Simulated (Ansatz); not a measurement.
The end of the path is a generated cell of Tl2S3: the first start was made by placing the elements on the sites of a structure type, and the end was not matched to a known phase here, so it may be hypothetical.

A geometry of Tl$_{2}$S$_{3}$ away from equilibrium: the start of the relaxation of a generated trial cell of Tl2S3 in the stibnite structure type. Computed with r2SCAN (plane waves to 500 eV, PAW, scalar-relativistic; Ansatz, an electronic-structure program). Γ-centred k-mesh 2×5×2 on the run's cell (coarser than for final values), Fermi–Dirac smearing 0.05 eV.

```xyz
20
Lattice="12.0770 0.0000 0.0000 0.0000 4.0995 0.0000 0.0000 0.0000 12.0160" Properties=species:S:1:pos:R:3:forces:R:3 pbc="T T T" free_energy=-102533.636 pressure_GPa=-5.9
Tl    11.7223     1.0249     2.0905   -0.5026    0.0000   -0.2173
Tl     5.6838     1.0249     3.9174   -0.5026    0.0000    0.2173
Tl     0.3547     3.0746     9.9254    0.5026    0.0000    0.2173
Tl     6.3932     3.0746     8.0985    0.5026    0.0000   -0.2173
Tl     7.8427     1.0249    11.5830   -0.3695    0.0000   -0.3203
Tl     1.8042     1.0249     6.4409   -0.3695    0.0000    0.3203
Tl     4.2343     3.0746     0.4329    0.3695    0.0000    0.3203
Tl    10.2728     3.0746     5.5751    0.3695    0.0000   -0.3203
S      3.5289     1.0249     2.3048    0.0117    0.0000   -1.1341
S      9.5674     1.0249     3.7032    0.0117    0.0000    1.1341
S      8.5481     3.0746     9.7112   -0.0117    0.0000    1.1341
S      2.5096     3.0746     8.3128   -0.0117    0.0000   -1.1341
S      5.4395     1.0249    10.5380   -0.8466    0.0000   -0.0356
S     11.4780     1.0249     7.4860   -0.8466    0.0000    0.0356
S      6.6375     3.0746     1.4780    0.8466    0.0000    0.0356
S      0.5990     3.0746     4.5300    0.8466    0.0000   -0.0356
S      7.5433     1.0249     6.7422   -0.5336    0.0000    0.0203
S      1.5048     1.0249    11.2818   -0.5336    0.0000   -0.0203
S      4.5337     3.0746     5.2738    0.5336    0.0000   -0.0203
S     10.5722     3.0746     0.7342    0.5336    0.0000    0.0203
```

Positions in Å, forces in eV/Å, free energy of the cell in eV (comparable only within this code, potentials and settings). Largest force: 1.13 eV/Å, on S9, S10, S11, S12 (atoms numbered as listed); the geometry lies 0.34 eV/atom above the end of its relaxation.

No spin polarisation in the result. Without a van der Waals term the distances between weakly bound units are poorly fixed.

The run could not lose the symmetry of its start: the end is stationary, and may be a saddle point rather than a minimum.
